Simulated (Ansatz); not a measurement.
## Is this Ca3TlRh structure a true minimum?

It was reached by relaxing an invented guess, and it needn't be the stable form of this composition.

The calculation used DFT PBE, scalar-relativistic, plane waves, PAW (Ansatz). Plane waves to 420 eV, a k mesh through Γ of 6×6×6 on the computed 10-atom cell and Gaussian smearing (0.10 eV); no spin polarisation.

The cell below (10 atoms, space group P6_3/mmc (No. 194)) is relaxed within its symmetry.

```
CELL_PARAMETERS angstrom
7.85445 0.00000 0.00000
-3.92723 6.80215 0.00000
0.00000 0.00000 5.66849
ATOMIC_POSITIONS crystal
Ca 0.82318 0.64637 0.75000
Ca 0.35363 0.17682 0.75000
Ca 0.82318 0.17682 0.75000
Ca 0.17682 0.35363 0.25000
Ca 0.64637 0.82318 0.25000
Ca 0.17682 0.82318 0.25000
Tl 0.66667 0.33333 0.25000
Tl 0.33333 0.66667 0.75000
Rh 0.00000 0.00000 0.00000
Rh 0.00000 0.00000 0.50000
```

For the test it was strained at random (σ = 1.5 % a component), the atoms were moved at random (σ = 0.15 Å), and all was relaxed again on a coarse 4×3×3 mesh (in the run’s order of axes) with 0.20 eV smearing, with no symmetry imposed.

Spin–orbit coupling, which can matter for Tl, is left out.

Question: Is the structure stable against such a distortion?

Answer: It doesn't return. The energy falls by 51 meV/atom on that mesh, the volume changes by -2.0 %, and the end has space group P6_3/m (No. 176) at a loose tolerance. Relaxed again on a 6×6×6 mesh with 0.10 eV smearing, the new structure lies 33 meV/atom below the first (mesh in the axes of the run's cell; the cell below is made exact in the group named). Space group P6_3/m (No. 176), hexagonal, a = 8.259 Å, c = 5.024 Å. Around Ca lie 2 Rh at 2.97 Å, 3 Tl at 3.38–3.41 Å and 4 Ca at 3.68 Å; Tl is surrounded by 9 Ca at 3.38–3.41 Å; Rh is surrounded by 2 Rh at 2.51 Å and 6 Ca at 2.97 Å.

```xyz
10
Lattice="8.2594 0.0000 0.0000 -4.1297 7.1528 0.0000 0.0000 0.0000 5.0242" Properties=species:S:1:pos:R:3 pbc="T T T"
Ca    3.3748    4.5653    1.2561
Ca    2.6183    0.6400    1.2561
Ca    6.3960    1.9475    1.2561
Ca    0.7549    2.5875    3.7682
Ca    1.5114    6.5128    3.7682
Ca   -2.2663    5.2053    3.7682
Tl    4.1297    2.3843    3.7682
Tl    0.0000    4.7686    1.2561
Rh    0.0000    0.0000    2.5121
Rh    0.0000    0.0000    0.0000
```
